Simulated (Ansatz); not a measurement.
The elements of this relaxed trial crystal are hidden behind letters.

```
lattice vectors (Å)
   4.4987    0.0000    0.0000
  -2.2493    3.8960    0.0000
   0.0000    0.0000    5.0626
fractional positions
X 0.0000 0.0000 0.0000
Z 0.3333 0.6667 0.7521
Z 0.3333 0.6667 0.2479
Z 0.6667 0.3333 0.2479
Z 0.6667 0.3333 0.7521
Z 0.0000 0.0000 0.5000
```

All numbers below come from DFT PBE, scalar-relativistic, plane waves, PAW in Ansatz 0.2.0. Plane waves to 420 eV, a 12×12×8 mesh through Γ for the 6-atom cell and 0.10 eV Gaussian smearing; no spin polarisation.

- Space group: P6/mmm (No. 191)
- Conventional cell: a = 4.499 Å, c = 5.063 Å
- Volume per atom: 14.79 Å³
- Density: 6.01 g/cm³
- Formation energy: +0.20 eV/atom
- Gap on the 12×12×8 mesh of the 6-atom cell: 0 eV (a metal)

Energies are uncorrected and count from the elements' standard states at the same level.

Question: X is a d-block element of period 6 and Z is a p-block element of period 3. Which elements are they?

Answer: X = Ta, Z = Si, so the formula is TaSi5. Density times volume gives a mean mass of 6.01 × 14.79/1.6605 = 53.5 u per atom, and this set has 53.6 u. Ta is surrounded by 2 Si at 2.53 Å and 12 Si at 2.88 Å; Si on a site of symmetry 3m has 5 Si at 2.51–2.60 Å, 3 Ta at 2.88 Å and 3 Si at 2.89 Å; Si on a site of symmetry 6/mmm is surrounded by 2 Ta at 2.53 Å and 12 Si at 2.89 Å. Other sets within the hints have nearly the same mass, so mass alone doesn't settle it; this one was computed.

Spin–orbit coupling, which can matter for Ta, is left out. The cell is a metal run without spin; a magnetic state may lie lower. A structure relaxed within its symmetry needn't be a true minimum. Another cell of TaSi5 relaxed alike, in Cm, lies 92 meV/atom lower, so this cell isn't the stable form at this level.
